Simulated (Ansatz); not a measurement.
Input:

AlPd:
```
AlPd
1.0
    0.00000     2.56494     2.56494
    2.56494     0.00000     2.56494
    2.56494     2.56494     0.00000
Pd Al
1 1
Cartesian
  0.00000   0.00000   0.00000
  2.56494   2.56494   2.56494
```

This is the PBE-relaxed structure.

Task: All from DFT-PBE in the program Ansatz with PAW potentials, unless another level is named. Estimate the formation energy from the elements (no fitted shifts).

Result: -0.42 eV/atom.

Task: Next, the density of states at the Fermi level?

Result: 0.33 states/eV per atom (mean over ±0.08 eV).

Task: And the gap with spin–orbit coupling?

Result: none (metallic).

Space group Fm-3m (rock salt). The start of the workflow was typed in or built on a structure type; neither database checked (COD, Materials Project) lists it. Its standing as an ambient phase is unchecked. The cell was relaxed with PBE under the symmetry of its start; its stability against distortions is not shown here. No spin polarisation was allowed. The references are the lowest solids computed at this level, not always the standard phases. Scalar-relativistic: spin–orbit coupling is off unless named, which matters more the heavier the elements.

Potentials: the earlier of the program's two PAW sets.
